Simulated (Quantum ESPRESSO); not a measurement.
# Kohn-Sham bands of LiAl3 (Cu3Au type)

```
CELL_PARAMETERS angstrom
      3.99584     0.00000     0.00000
      0.00000     3.99584     0.00000
      0.00000     0.00000     3.99584
ATOMIC_POSITIONS crystal
  Li 0.00000 0.00000 0.00000
  Al 0.50000 0.50000 0.00000
  Al 0.00000 0.50000 0.50000
  Al 0.50000 0.00000 0.50000
```

Structure: Materials Project mp-10890, symmetrised, not relaxed again. Not found in the COD (Crystallography Open Database) copy used; not checked further. Method: PBEsol plane waves in Quantum ESPRESSO 7.5 (PseudoDojo norm-conserving files, 60 Ry, no spin polarisation, no spin-orbit coupling), Bloch states on a 8×8×8 mesh through Γ, Wannier90 4.0.1. Density: 10×10×10 mesh, cold smearing 0.01 Ry.

List the Kohn-Sham levels between −8 and 3.0 eV relative to the Fermi level at the high-symmetry points, as a band run of pw.x on that density gives them (levels within 2 meV counted together).


| point | k (reciprocal lattice) | levels (eV) |
|---|---|---|
| Γ | 0.000 0.000 0.000 | -1.99 (×3), -0.70 (×2), 1.27 |
| X | 0.000 0.500 0.000 | -7.06, -0.25 (×2), 0.62 (×2), 1.09, 1.34, 1.72 |
| M | 0.500 0.500 0.000 | -6.44, -5.88 (×2), -3.80, 1.51, 2.26 (×2) |
| R | 0.500 0.500 0.500 | -4.54, -3.84 (×3), -3.40 (×3), 1.00 |
